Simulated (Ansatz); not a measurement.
Question: Name crystals whose computed values (DFT-PBEsol in the program Ansatz with PAW potentials) fall in these windows: Θ_D (K) 130 to 170; B₀ by P(V) fit (GPa) 160 to 200.

Answer: 

```
crystal               Θ_D (K)  B₀ by P(V) fit (GPa)
--------------------  -------  --------------------
Au, fcc (Cu type)         148                   174
Au, hcp (Mg type)         162                   172
Au, dhcp (α-La type)      156                   174
```
Others may fit too.

Not the usual ambient phase: Au, hcp (Mg type); Au, dhcp (α-La type). All cells were relaxed under the symmetry of their starts (and spin orders); stability against distortions was not tested throughout. Spin–orbit coupling is left out wherever it is not named.

Potentials: the earlier of the program's two PAW sets.
